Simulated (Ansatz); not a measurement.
ZrHg3 (Cu3Au type, Pm-3m), r²SCAN in the plane-wave PAW code Ansatz, all energies at zero smearing, with the estimated change up to a 700 eV cutoff added, with one set of potentials and settings (totals compare only within such a set). Cell of 4 atoms (3 Hg, 1 Zr): -45678.962 eV.

| element | reference phase | E (eV/atom) |
|---|---|---|
| Hg | P-1, 3 atoms in the cell | -13827.8306 |
| Zr | P6_3/mmc, 2 atoms in the cell | -4195.0260 |

Formation energy per atom, worked out: (-45678.962 − 3×(-13827.8306) − 1×(-4195.0260))/4 = -0.111 eV/atom (-11 kJ per mol of atoms), at 0 K, without zero-point energy or fitted corrections.

The workflow started from an entry of the Crystallography Open Database (COD). Whether it is the stable phase at ambient conditions was not checked. The r²SCAN relaxation kept the symmetry of its start; whether a distortion lowers the energy is not shown. The run is not spin-polarised. The references are the lowest solids computed at this level, not always the standard phases. Spin–orbit coupling is left out wherever it is not named.

Potentials: the later of the program's two PAW sets.
